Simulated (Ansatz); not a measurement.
With PBE in the plane-wave PAW code Ansatz, Al₂Cu in the tetragonal phase (I4/mcm; Al on 8h, Cu on 4a) relaxes to a = 6.051 Å, c = 4.888 Å. Against the elements it lies at -0.16 eV/atom, with no fitted shifts.

Electronic character: metallic (no gap).

The bulk modulus is 994 kbar.

Symmetry was held in the PBE relaxation. No spin polarisation was allowed. Axis ratios of metals converge slowly with the k-mesh, so a and c are less sure than the volume. The references are the lowest solids computed at this level, not always the standard phases.

Potentials: the later of the program's two PAW sets.
